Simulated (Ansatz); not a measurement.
An Ansatz (a first-principles code) input:

Ansatz 0.2 input:
```yaml
crystal:
  lattice:
    - [0.0, 2.7202622947, 2.7202622947]
    - [2.7202622947, 0.0, 2.7202622947]
    - [2.7202622947, 2.7202622947, 0.0]
  atoms:
    - { symbol: Ca, position: [0.0, 0.0, 0.0] }
    - { symbol: F, position: [0.75, 0.75, 0.75] }
    - { symbol: F, position: [0.25, 0.25, 0.25] }
kpoints:
  mp_grid: { grid: [7, 7, 7] }
hamiltonian:
  xc: hse06
  pseudopotentials: { azcp: { folder: ./paw }, kind: paw }
scf:
  n_extra_bands: 6
  occupations: { method: fixed }
output:
  eigenvalues: true
  eigenstates:
    e_range: [-9.0, 20.0]
    kpoints:
      - [0.0, 0.5, 0.5]  # VBM
      - [0.0, 0.0, 0.0]  # CBM
      - [0.0, 0.0, 0.0]  # GAMMA
      - [0.5, 0.0, 0.5]  # X
      - [0.5, 0.5, 0.5]  # L
      - [0.5, 0.25, 0.75]  # W
      - [0.375, 0.375, 0.75]  # K
      - [0.625, 0.25, 0.625]  # U
```

Q: How many symmetry operations and irreducible k-points will the run report?

A: 48 operations, 20 of 343 k-points.

Q: With a cutoff of 420 eV, how many plane waves at Γ?

A: 749.

It took about 60 core-seconds (a rough figure) on shared server cores.

The points marked VBM and CBM come from a semilocal run.

Space group Fm-3m (fluorite). Symmetry was held in the r²SCAN relaxation.

Potentials: the earlier of the program's two PAW sets.

Ansatz is a plane-wave DFT program.
